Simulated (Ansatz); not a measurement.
K$_{2}$MnF$_{6}$:
```
CELL_PARAMETERS angstrom
      0.00000     4.05937     4.05937
      4.05937     0.00000     4.05937
      4.05937     4.05937     0.00000
ATOMIC_POSITIONS crystal
  K  0.25000 0.25000 0.25000
  K  0.75000 0.75000 0.75000
  Mn 0.00000 0.00000 0.00000
  F  0.77734 0.77734 0.22266
  F  0.22266 0.22266 0.77734
  F  0.22266 0.77734 0.77734
  F  0.77734 0.22266 0.22266
  F  0.77734 0.22266 0.77734
  F  0.22266 0.77734 0.22266
```
The run is spin-polarised; directions of the spins, atom by atom: 0 0 ↑ 0 0 0 0 0 0.

Relaxed with r²SCAN.

### Question
Give the Bader charges and basin volumes of the independent atoms, the program Ansatz at the r²SCAN level (PAW).

### Answer


| atom | Bader charge (e) | Bader volume (Å³) |
|---|---|---|
| K1 | +0.91 | 18.6 |
| Mn3 | +2.21 | 6.1 |
| F4 | -0.67 | 14.9 |

Space group Fm-3m. The first step of the workflow began from a Materials Project structure, measured or hypothetical; the Crystallography Open Database copy checked does not list it. Its standing as an ambient phase is unchecked. The cell was relaxed with r²SCAN under the symmetry of its start; whether a distortion lowers the energy is not shown. Magnetic state: ferromagnetic, chosen from 3 collinear starts compared on coarse meshes (ties went to the first, and starts can fall back to one state), not a proven ground state. Other orbital occupations within this spin state were not tried. No Hubbard U is applied.

Potentials: the later of the program's two PAW sets.
